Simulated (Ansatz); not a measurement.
GaPt$_{3}$ in space group I4/mcm (No. 140; Ga on 4b, Pt on 8h, Pt on 4a), PBE (plane waves, PAW; program Ansatz), all energies at zero smearing, with the estimated change up to a 700 eV cutoff added, with one set of potentials and settings (totals compare only within such a set). Cell of 8 atoms (2 Ga, 6 Pt): -82717.869 eV.

| element | reference phase | E (eV/atom) |
|---|---|---|
| Ga | Cmce, 4 atoms in the cell | -3783.0259 |
| Pt | Fm-3m, 1 atoms in the cell | -12524.7059 |

Formation energy per atom, worked out: (-82717.869 − 2×(-3783.0259) − 6×(-12524.7059))/8 = -0.448 eV/atom (-43 kJ per mol of atoms), at 0 K, without zero-point energy or fitted corrections.

The workflow started from a Materials Project entry (that database holds measured and hypothetical structures alike); the Crystallography Open Database copy checked does not list it. COD files the formula under space group No. 127, so this cell is another polymorph or a model. Whether it is the stable phase at ambient conditions was not checked. Symmetry was held in the PBE relaxation; whether a distortion lowers the energy is not shown. The run is not spin-polarised. The references are the lowest solids computed at this level, not always the standard phases. Spin–orbit coupling is left out wherever it is not named.

Potentials: the earlier of the program's two PAW sets.
